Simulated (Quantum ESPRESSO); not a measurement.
## Band energies of AlSb

```
AlSb
1.0
    0.00000     3.07752     3.07752
    3.07752     0.00000     3.07752
    3.07752     3.07752     0.00000
Al Sb
1 1
Direct
  0.00000   0.00000   0.00000
  0.25000   0.25000   0.25000
```

PBE (Quantum ESPRESSO, PseudoDojo norm-conserving, 80 Ry, without SOC); path ΓXWKΓLUWLK,UX; energies in eV from the valence-band maximum.

| k (1/Å) | point | band 5 | band 6 | band 7 | band 8 | band 9 | band 10 | band 11 | band 12 |
|---|---|---|---|---|---|---|---|---|---|
| 0.00 | Γ | -28.24 | -10.68 | 0.00 | 0.00 | 0.00 | 1.53 | 3.11 | 3.11 |
| 0.34 |  | -28.24 | -10.35 | -2.01 | -0.83 | -0.83 | 2.23 | 3.31 | 4.42 |
| 0.68 |  | -28.23 | -9.45 | -4.28 | -1.81 | -1.81 | 1.38 | 2.32 | 6.76 |
| 1.02 | X | -28.23 | -8.72 | -5.48 | -2.18 | -2.18 | 1.24 | 1.45 | 8.71 |
| 1.15 |  | -28.23 | -8.72 | -5.45 | -2.32 | -2.27 | 1.49 | 1.73 | 8.10 |
| 1.53 | W | -28.23 | -8.69 | -5.25 | -3.02 | -2.71 | 3.97 | 4.42 | 4.56 |
| 1.89 | K | -28.23 | -8.76 | -5.28 | -3.23 | -1.83 | 1.70 | 4.07 | 6.80 |
| 1.99 |  | -28.24 | -8.85 | -5.16 | -3.33 | -1.63 | 1.91 | 5.24 | 6.16 |
| 2.29 |  | -28.24 | -9.49 | -4.37 | -2.67 | -0.88 | 2.59 | 4.56 | 4.75 |
| 2.58 |  | -28.24 | -10.25 | -2.66 | -1.28 | -0.25 | 2.59 | 3.56 | 3.60 |
| 2.97 | Γ | -28.24 | -10.68 | 0.00 | 0.00 | 0.00 | 1.53 | 3.11 | 3.11 |
| 3.27 |  | -28.24 | -10.43 | -2.08 | -0.30 | -0.30 | 2.00 | 3.56 | 3.56 |
| 3.66 |  | -28.24 | -9.56 | -4.89 | -0.83 | -0.83 | 1.42 | 3.79 | 3.79 |
| 3.86 | L | -28.24 | -9.32 | -5.39 | -0.90 | -0.90 | 1.33 | 3.74 | 3.74 |
| 3.96 |  | -28.24 | -9.29 | -5.37 | -1.21 | -0.96 | 1.62 | 3.66 | 3.87 |
| 4.38 |  | -28.23 | -8.84 | -5.21 | -3.23 | -1.69 | 1.85 | 4.80 | 6.05 |
| 4.48 | U | -28.23 | -8.76 | -5.28 | -3.23 | -1.83 | 1.70 | 4.07 | 6.80 |
| 4.72 |  | -28.23 | -8.72 | -5.25 | -3.10 | -2.49 | 3.08 | 4.22 | 5.16 |
| 4.84 | W | -28.23 | -8.69 | -5.25 | -3.02 | -2.71 | 3.97 | 4.42 | 4.56 |
| 5.03 |  | -28.24 | -8.81 | -5.19 | -3.13 | -2.24 | 3.44 | 3.86 | 5.30 |
| 5.39 |  | -28.24 | -9.24 | -5.33 | -1.64 | -1.08 | 2.03 | 3.54 | 4.17 |
| 5.57 | L | -28.24 | -9.32 | -5.39 | -0.90 | -0.90 | 1.33 | 3.74 | 3.74 |
| 5.66 |  | -28.24 | -9.30 | -5.37 | -1.14 | -0.94 | 1.56 | 3.68 | 3.84 |
| 6.01 |  | -28.24 | -8.93 | -5.19 | -3.07 | -1.57 | 1.99 | 5.15 | 5.55 |
| 6.19 | K | -28.23 | -8.76 | -5.28 | -3.23 | -1.83 | 1.70 | 4.07 | 6.80 |
| 6.19 | U | -28.23 | -8.76 | -5.28 | -3.23 | -1.83 | 1.70 | 4.07 | 6.80 |
| 6.55 | X | -28.23 | -8.72 | -5.48 | -2.18 | -2.18 | 1.24 | 1.45 | 8.71 |

The PBE gap is indirect, 1.22 eV, from Γ to 89 % of the way from Γ to X; the smallest direct gap is 1.53 eV. Another conduction extremum on the path lies within 0.02 eV, too close to call.

Spin-orbit coupling is left out, which matters for elements this heavy: edges can move by tenths of an eV.

Geometry relaxed with PBEsol.
